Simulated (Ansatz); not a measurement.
The start is a relaxed Cr cell, doubled along one cell vector, shaken by Gaussian noise of σ = 0.08 Å a coordinate. Cell shape, volume and atoms are optimised at zero target pressure with r2SCAN (plane waves to 500 eV, PAW, scalar-relativistic; Ansatz, a program for electronic structure). The first steps use a coarse 16×8×16 k-mesh.

Starting cell:
```yaml
crystal:
  lattice:
    - [-1.41545, 1.41545, 1.41545]
    - [2.83091, -2.83091, 2.83091]
    - [1.41545, 1.41545, -1.41545]
  atoms:
    - { symbol: Cr, position: [0.05914, 0.00617, 0.97622] }
    - { symbol: Cr, position: [0.98199, 0.52956, 0.07579] }
```

How large is the pressure on the unrelaxed cell, and of which sign?

+5.2 GPa (positive: the cell is compressed).

How much energy is released per atom?

0.25 eV/atom.

How do the shortest distances between atoms change?

The closest pairs of elements (up to four, under 3.6 Å), start → end: Cr–Cr 2.38 → 2.45 Å.

Is the relaxed structure metallic? Give its gap.

Zero (metallic).

It ends as:

```cif
data_Cr2
_chemical_formula_sum 'Cr2'
_space_group_name_H-M_alt 'Im-3m'
_space_group_IT_number 229
_space_group_name_Hall '-I 4 2 3'
_cell_length_a 2.83089
_cell_length_b 2.83089
_cell_length_c 2.83089
_cell_angle_alpha 90.000
_cell_angle_beta 90.000
_cell_angle_gamma 90.000
loop_
_atom_site_label
_atom_site_type_symbol
_atom_site_symmetry_multiplicity
_atom_site_Wyckoff_symbol
_atom_site_fract_x
_atom_site_fract_y
_atom_site_fract_z
_atom_site_occupancy
Cr1 Cr 2 a 0.00000 0.00000 0.00000 1
```
(The calculation used a cell of 1 atom; values per cell refer to that cell.)

Final values are on a 23×23×23 k-mesh of the relaxed cell. No spin polarisation in the result. A magnetic state may lie lower.

The run could not lose the symmetry of its start.
